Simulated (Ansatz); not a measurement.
LaInO$_{3}$ in space group Pnma (No. 62; La on 4c, In on 4b, O on 4c, O on 8d), DFT-r²SCAN in the program Ansatz with PAW potentials. The conduction-band minimum lies at Γ, with 1 equivalent valley. Second derivatives d²E/dk² of the lowest band at one valley (eV·Å²), along Cartesian directions:

```
direction  d²E/dk²
---------  -------
[100]        18.63
[010]        15.23
[001]        14.96
[110]        16.93
[101]        16.80
[011]        15.10
```

Q: Find the principal effective masses, the density-of-states mass and the conductivity mass.

A: Off-diagonal terms follow from H_xy = H[110] − (H_xx + H_yy)/2, and m*/mₑ = 7.620 eV·Å² over each eigenvalue: 0.41, 0.50, 0.51. One valley's DOS mass (m₁m₂m₃)^(1/3) = 0.47, conductivity mass 3/(Σ 1/mᵢ) = 0.47 mₑ.

Q: What effective density of states Nc follows at 300 K for parabolic valleys?

A: Nc = 2.509e19 × 1 × (0.47)^(3/2) ≈ 8.1e18 cm⁻³.

The workflow started from a Materials Project entry (that database holds measured and hypothetical structures alike); the Crystallography Open Database files this formula in space group No. 62, but the cells were not matched. Its standing as an ambient phase is unchecked. The cell was relaxed with r²SCAN under the symmetry of its start; whether a distortion lowers the energy is not shown. Scalar-relativistic: spin–orbit coupling is off unless named, which matters more the heavier the elements.

Potentials: the later of the program's two PAW sets.

Edges and masses are those of Kohn–Sham bands, whose gap is no quasiparticle gap.
